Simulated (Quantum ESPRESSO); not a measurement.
# Planted mistakes on one cell of Al4FO4N

These are calculations, not measurements. They come from pw.x of Quantum ESPRESSO 7.5, a plane-wave density functional program, with PseudoDojo standard norm-conserving files (v0.5 for PBE, v0.4.1 for LDA and PBEsol). The cells are made up: elements, strain and atom displacements were drawn at random, and nothing was relaxed. There is no spin polarisation, spin-orbit coupling or dispersion term.

The cell has 10 sites of a corundum lattice. Sites 1 to 4 hold Al Al Al Al; sites 5 to 10 hold F O O N O O. Cell vectors in Å: (2.512, 1.372, 4.408); (-2.464, 1.420, 4.367); (0.066, -2.842, 4.403). Settings: PBE, cutoff 1143 eV, 5 x 5 x 5 k mesh shifted by half a step, Fermi-Dirac smearing of 0.025 eV.

The intended run has a self-consistency threshold of 1e-07 eV, a smearing term of 0.000 eV, a pressure of 0.49 GPa and 12 iterations. Each further run changes one thing: all lengths scaled by 1.0158; atoms of sites 5 and 9 exchanged; cutoff 632 eV; files of LDA; k mesh 1 x 1 x 1; one electron removed; smearing 0.46 eV; threshold 0.04 eV. A coarse mesh keeps the shift, and a charged cell sits in a uniform background.

| run | change of free energy (eV) | smearing term -TS (eV) | change of P (GPa) | largest change of a force component (eV/Å) | iterations |
| --- | --- | --- | --- | --- | --- |
| A | -1.097 | 0.000 | -11.33 | 0.208 | 12 |
| B | -0.046 | -0.185 | 0.59 | 0.118 | 11 |
| C | -8.601 | -0.011 | -22.22 | 1.339 | 13 |
| D | 0.111 | 0.000 | -8.59 | 0.387 | 12 |
| E | 0.162 | 0.000 | -0.04 | 4.052 | 13 |
| F | 0.010 | 0.000 | 3.72 | 0.085 | 5 |
| G | 6.586 | 0.000 | -48.88 | 0.152 | 12 |
| H | -1.794 | 0.000 | -3.95 | 0.731 | 13 |

A rerun of the intended cell at 1437 eV and k mesh 7 x 7 x 7 moved values by no more than 0.003 eV in the cell's energy, 0.02 GPa in stress and 0.002 eV/Å in force.

Question: which change belongs to which run?

## Worked reading

Run F has the fewest iterations, as a run stopped early does. Run B has the largest smearing term, as wide smearing gives. Run G has a higher energy and the largest fall in pressure, as too small a basis gives. Run D changes the volume by a factor of 1.0482; minus its pressure change over the logarithm of that factor, 182 GPa, is a rough bulk modulus with clamped atoms. Energies from files of another functional, or of a charged cell, have another zero and say nothing on stability; the pressure of a charged cell rests on the program's zero of potential too.

## Key

```
run                            change
  A                      files of LDA
  B                  smearing 0.46 eV
  C              one electron removed
  D      all lengths scaled by 1.0158
  E  atoms of sites 5 and 9 exchanged
  F                 threshold 0.04 eV
  G                     cutoff 632 eV
  H                  k mesh 1 x 1 x 1
```